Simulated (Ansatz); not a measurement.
This cell of Lu (hcp, Mg type) is off equilibrium:

```yaml
crystal:
  lattice:
    - [3.44265, 0.00000, 0.00000]
    - [-1.72132, 2.98142, 0.00000]
    - [0.00000, 0.00000, 5.49826]
  atoms:
    - { symbol: Lu, position: [0.33333, 0.66667, 0.75000] }
    - { symbol: Lu, position: [0.66667, 0.33333, 0.25000] }
```

Level of theory: r2SCAN (plane waves to 500 eV, PAW, scalar-relativistic; Ansatz, a first-principles code). k mesh 15×15×9 (Γ-centred), Fermi-Dirac smearing 0.05 eV. Energies are smeared free energies. Stress and pressure are positive under compression. With partly filled bands, the response to shear is sensitive to the k mesh, so small differences along c/a are uncertain. Lu is run without spin polarisation. Lu was relaxed with its symmetry unable to fall. The PAW data are Ansatz's earlier set.

Task: What is the stress tensor (GPa)?

Result: 
```
    2.2      0.0      0.0
    0.0      2.2      0.0
    0.0      0.0      0.0
```
The pressure, a third of the trace, is 1.5 GPa.

Task: It is the relaxed cell deformed to V/V₀ = 0.973, (c/a)/(c/a)₀ = 1.027, c along z, fractional positions held. What is its energy relative to the relaxed cell?

Result: 7 meV/atom.

(A scan under strain: stresses follow from slopes of the energy per volume, elastic moduli from its curvatures.)
